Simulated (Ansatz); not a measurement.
Relaxed Pt (fcc, Cu type):

```yaml
crystal:
  lattice:
    - [3.97027, 0.00000, 0.00000]
    - [0.00000, 3.97027, 0.00000]
    - [0.00000, 0.00000, 3.97027]
  atoms:
    - { symbol: Pt, position: [0.00000, 0.00000, 0.00000] }
    - { symbol: Pt, position: [0.50000, 0.50000, 0.00000] }
    - { symbol: Pt, position: [0.50000, 0.00000, 0.50000] }
    - { symbol: Pt, position: [0.00000, 0.50000, 0.50000] }
```

In this cell atom 3 (Pt, nearest neighbour Pt at 2.807 Å; its periodic images, 4.0 Å or more away, move with it) is moved by s along Cartesian z, unit vector (0.000, 0.000, 1.000); all other atoms and the cell stay fixed.

Method: PBE (plane waves to 420 eV, PAW, scalar-relativistic; Ansatz, a first-principles code). k mesh 10×10×10 (Γ-centred), Fermi-Dirac smearing 0.05 eV. Energies are smeared free energies. With partly filled bands, energies and forces of such displacements shift with the k mesh and the smearing. Pt is run without spin polarisation. Pt was relaxed with its symmetry unable to fall. Spin-orbit coupling is left out, though Pt is heavy. The zero of ΔE is the undisplaced structure.

Question: Estimate the ΔE (meV/cell) for s (Å) = -0.280, -0.168, -0.112, -0.056, 0.056, 0.168.

Answer: 
| s (Å) | ΔE (meV/cell) |
|---|---|
| -0.280 | 447 |
| -0.168 | 159 |
| -0.112 | 71 |
| -0.056 | 18 |
| 0.056 | 18 |
| 0.168 | 159 |

(A displaced cell: forces are minus the slopes of the energy, force constants its curvatures, and phonons follow from these.)
